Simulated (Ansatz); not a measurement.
BAs (zinc blende)

```
CELL_PARAMETERS angstrom
      0.00000     2.39195     2.39195
      2.39195     0.00000     2.39195
      2.39195     2.39195     0.00000
ATOMIC_POSITIONS crystal
  As 0.75000 0.75000 0.75000
  B  0.00000 0.00000 0.00000
```

The slice is a {110} plane (indices of the conventional cell) through the point (0.750, 0.750, 0.750) (fractional), spanned by u = [100] and v = [1 -1 -1] in vectors of this cell: u (3.38 Å) and v (4.78 Å, at 90° to u). It covers one period; positions are fractions (u, v).

These are r2SCAN (plane waves to 500 eV, PAW, scalar-relativistic; Ansatz, an electronic-structure program) values and carry that method's errors. k mesh 12×12×12. Near the nuclei the fields are pseudised (PAW); where an atom keeps semicore shells as valence, they peak there. BAs was relaxed with its symmetry unable to fall.

**Question.** The ELF has a maximum in the middle third of the As–B line. Where, and how high?

**Answer.** 0.91, 1.2 Å from As.

**Question.** What is the ELF at the midpoint of the shortest As–B line in this plane (2.07 Å)?

**Answer.** 0.9.

**Question.** What is the valence density on the shortest As–B line in this plane (2.07 Å), at its midpoint?

**Answer.** 0.80 e/Å³.

**Question.** Sketch the valence electron density on this plane as a map.

**Answer.** 
```
|@@@@%%##++====--------------====++##%%@@|
|%%%%##**++======----------======++**##%%|
|####**++==========================++**##|
|++++++==============================++++|
|========================================|
|--------==========------==========------|
|------------======--::--======----------|
|::::::::----======------======----::::::|
|....::::::----==============----::::::..|
|......::::::----==========----::::::....|
|    ....::::------======------::::....  |
|      ....::::--------------::::....    |
|        ....::::----------::::....      |
|        ......::::::::::::::......      |
|          ......::::::::::......        |
|          ......................        |
|            ..................          |
|..........        ......        ........|
|............                  ..........|
|::::::::......              ......::::::|
|----::::::......          ......::::::--|
|--------::::....          ....::::------|
|======----::::....      ....::::----====|
|++++++==----::::..........::::----==++++|
|####**++==----::..........::----==++**##|
|%%%%##**++==--::::::..::::::--==++**##%%|
|@@@@%%##++==----::::::::::----==++##%%@@|
|@@@@%%##++====----::::::----====++##%%@@|
```
Scale: ten equal steps from -1.53 (start of ' ') to 1.53 (end of '@'), in the order ' .:-=+*#%@'. Values: log₁₀ of the valence density in e/Å³. The map has 20 points along u (two characters each, u = 0 at the left) and 28 along v (v = 0 in the bottom row). The scale is logarithmic, as a density can span decades between atoms and voids.
